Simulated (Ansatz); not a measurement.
A geometry of SnO$_{2}$ away from equilibrium: the start of the relaxation of a relaxed SnO2 cell stretched uniformly to 130 % of its volume. Calculation: PBE (plane waves to 420 eV, PAW, scalar-relativistic; Ansatz, a first-principles code). Γ-centred k-mesh 5×5×7 on the run's cell (coarser than for final values), Fermi–Dirac smearing 0.05 eV.

```xyz
6
Lattice="5.2688 0.0000 0.0000 0.0000 5.2688 0.0000 0.0000 0.0000 3.5338" Properties=species:S:1:pos:R:3 pbc="T T T"
Sn     0.0000     0.0000     0.0000
Sn     2.6344     2.6344     1.7669
O      1.6154     1.6154     0.0000
O      4.2498     1.0190     1.7669
O      1.0190     4.2498     1.7669
O      3.6534     3.6534     0.0000
```

Task: Predict the force on each atom, in eV/Å.

Result: 
```json
[
 {"atom": "Sn1", "Fx": "0.00", "Fy": "0.00", "Fz": "0.00"},
 {"atom": "Sn2", "Fx": "0.00", "Fy": "0.00", "Fz": "0.00"},
 {"atom": "O3", "Fx": "0.42", "Fy": "0.42", "Fz": "0.00"},
 {"atom": "O4", "Fx": "0.42", "Fy": "-0.42", "Fz": "0.00"},
 {"atom": "O5", "Fx": "-0.42", "Fy": "0.42", "Fz": "0.00"},
 {"atom": "O6", "Fx": "-0.42", "Fy": "-0.42", "Fz": "0.00"}
]
```

Task: What is the pressure?

Result: -24.3 GPa, compression positive.

Task: How far above the relaxed end point is this geometry?

Result: 0.37 eV/atom; the path ends in P4₂/mnm (No. 136) (rutile type).

No spin polarisation in the result.

The run could not lose the symmetry of its start.
